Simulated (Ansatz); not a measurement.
Harmonic vibrational thermodynamics of Si (diamond, Fd-3m) at fixed volume, DFT-LDA in the program Ansatz with PAW potentials. The rows extrapolate the 0 K crystal and know nothing of melting or changes of phase.

| T (K) | F_vib (meV/atom) | S (J/K per mol of atoms) | C_V (J/K per mol of atoms) |
|---|---|---|---|
| 50 | ___ | 0.9 | ___ |
| 100 | 59.9 | 4.3 | 7.7 |
| 200 | 51.2 | 12.4 | 15.8 |
| 300 | 34.6 | 19.6 | 19.9 |
| 400 | 11.0 | 25.6 | 21.8 |
| 600 | -52.3 | 34.9 | 23.5 |
| 800 | ___ | 41.7 | ___ |
| 1000 | ___ | ___ | 24.4 |

Problem. What belongs in the gaps?

Solution. 
- 1000, S (J/K per mol of atoms): 47.1
- 1000, F_vib (meV/atom): -224.2
- 800, F_vib (meV/atom): -131.9
- 800, C_V (J/K per mol of atoms): 24.1
- 50, F_vib (meV/atom): 61.2
- 50, C_V (J/K per mol of atoms): 2.6

Symmetry was held in the LDA relaxation; phonons on a q-mesh show no instability.

Potentials: the earlier of the program's two PAW sets.
